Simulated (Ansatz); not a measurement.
Here is the system:

CoPtW:
```xyz
3
Lattice="2.7399 0.0000 0.0000 -1.3700 2.3728 0.0000 0.0000 0.0000 6.5485" Properties=species:S:1:pos:R:3 pbc="T T T"
Co     0.0000     0.0000     6.5203
Pt     0.0000     1.5819     2.1433
W      1.3700     0.7909     4.4335
```
The run is spin-polarised, in the one order tried: ferromagnetic.

This is the r²SCAN-relaxed structure.

Task: All from r²SCAN in the plane-wave PAW code Ansatz, unless another level is named. Give the net moment.

Result: 0.50 μB per atom.

Task: Next, the Bader charges?

Result: Co +0.06, Pt -0.52, W +0.46 e.

Space group P3m1. The start of the workflow was typed in or built on a structure type; neither database checked (COD, Materials Project) lists it. Its standing as an ambient phase is unchecked. The r²SCAN relaxation kept the symmetry of its start; whether a distortion lowers the energy is not shown. Magnetic state: ferromagnetic, the only order run, not a proven ground state. Other orbital occupations within this spin state were not tried. For itinerant 3d metals, meta-GGAs of the SCAN family and hybrids are commonly reported to give too large moments. Spin–orbit coupling is left out wherever it is not named.

Potentials: the later of the program's two PAW sets.
